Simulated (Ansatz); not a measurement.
Relaxed-ion elastic tensor of GeSe in space group Pnma (No. 62; Ge on 4c, Se on 4c) in GPa (Voigt order), plane-wave PAW LDA (Ansatz code); density 5.88 g/cm³, 21.39 Å³ per atom.

```json
[
 {"": "1", "1": "78.6", "2": "8.6", "3": "22.1", "4": "0.0", "5": "0.0", "6": "0.0"},
 {"": "2", "1": "8.6", "2": "107", "3": "46.6", "4": "0.0", "5": "0.0", "6": "0.0"},
 {"": "3", "1": "22.1", "2": "46.6", "3": "51.8", "4": "0.0", "5": "0.0", "6": "0.0"},
 {"": "4", "1": "0.0", "2": "0.0", "3": "0.0", "4": "53.8", "5": "0.0", "6": "0.0"},
 {"": "5", "1": "0.0", "2": "0.0", "3": "0.0", "4": "0.0", "5": "26.0", "6": "0.0"},
 {"": "6", "1": "0.0", "2": "0.0", "3": "0.0", "4": "0.0", "5": "0.0", "6": "16.3"}
]
```

Q: Is the crystal mechanically stable?

A: Yes: the smallest eigenvalue of C is 16.3 GPa.

Q: Work out the Voigt, Reuss and Hill averages.

A: K_V = 43.5, K_R = 40.5, K_H = 42.0; G_V = 29.9, G_R = 21.1, G_H = 25.5 GPa.

Q: Give Young's modulus, Poisson's ratio, Pugh's ratio and the universal anisotropy index.

A: E = 9KG/(3K + G) = 63.6 GPa; ν = 0.25; K/G = 1.65 (brittle by the Pugh limit of 1.75); A_U = 5G_V/G_R + K_V/K_R − 6 = 2.16.

Q: Estimate the sound speeds and the Debye temperature.

A: v_l = √((K + 4G/3)/ρ) = 3590 m/s, v_t = √(G/ρ) = 2080 m/s, mean 2310 m/s; Θ = (h/k)(3n/4πV)^(1/3) v_m = 248 K.

Q: How much does each axis shrink under pressure?

A: Linear compressibilities β_i = Σ_j S_ij (j = 1 to 3): x 8.8, y 3.1, z 13 per TPa.

The cell was relaxed with LDA under the symmetry of its start; of distortions, only those at the zone centre were tested. A crystal of weakly bound layers computed without a dispersion correction: the cell and the soft elastic constants depend strongly on that.

Potentials: the earlier of the program's two PAW sets.
